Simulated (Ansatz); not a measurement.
**BiOs in the zincblende structure**

Level of theory: DFT, PBEsol, scalar-relativistic, no spin polarisation; plane waves to 420 eV with PAW datasets (Ansatz 0.2.0), Γ-centred 10×10×10 mesh, 0.05 eV Gaussian smearing. The datasets are Ansatz's generated set soft_2.

```cif
data_structure
_symmetry_space_group_name_H-M 'P 1'
_symmetry_Int_Tables_number 1
_cell_length_a 4.2785
_cell_length_b 4.2785
_cell_length_c 4.2785
_cell_angle_alpha 60.000
_cell_angle_beta 60.000
_cell_angle_gamma 60.000
_cell_volume 55.38
loop_
_atom_site_label
_atom_site_type_symbol
_atom_site_fract_x
_atom_site_fract_y
_atom_site_fract_z
_atom_site_occupancy
Os1 Os 0.00000 0.00000 0.00000 1
Bi1 Bi 0.25000 0.25000 0.25000 1
```

The cell came from substitution into a structure type; whether the compound takes it is for experiment to say.

The cell above was scaled in volume, its shape and atoms being fixed by the lattice's symmetry. Energies are counted from the cell above.

Cell and atoms are those of this level's equilibrium.

```csv
V (Å³/atom),ΔE (meV/atom),P from the stress (GPa)
26.582,15.21,4.58
27.136,3.66,2.16
27.690,0.00,0.00
28.244,3.37,-1.91
28.797,12.98,-3.61
```

Problem. Do the energies and the pressures agree? Compare −ΔE/ΔV between neighbouring points (1 meV/Å³ = 0.1602 GPa) with the mean of their pressures.

Solution. 
```csv
interval (Å³/atom),−ΔE/ΔV (GPa),mean P (GPa)
26.58 to 27.14,3.3,3.4
27.14 to 27.69,1.1,1.1
27.69 to 28.24,-1.0,-1.0
28.24 to 28.80,-2.8,-2.8
```
They differ by 0.03 GPa at most.

Problem. What do the two routes give for V0, B0 and B0′?

Solution. A third-order Birch–Murnaghan fit of the energies: V0 = 27.69 Å³/atom, B0 = 101 GPa, B0′ = 4.8. A polynomial of P in ln V, with B = −dP/d ln V at P = 0: V0 = 27.69 Å³/atom, B0 = 101 GPa, B0′ = 4.9.

B0·V0 = 101.4 GPa × 27.69 Å³ = 17.53 eV/atom sets the scale: near the minimum ΔE ≈ ½ B0 V0 x², with x = V/V0 − 1, and a pressure of 1.0 GPa squeezes the volume by about 1 %. At the ends of the curve: x = −4.0 % predicts 14.0 meV/atom and the run gives 15.2; x = +4.0 % predicts 14.0 meV/atom and the run gives 13.0. Compression costs more and expansion less than the parabola says, since the crystal stiffens as it shrinks; B0′ measures that.

These numbers lack spin–orbit coupling. The run is a metal.
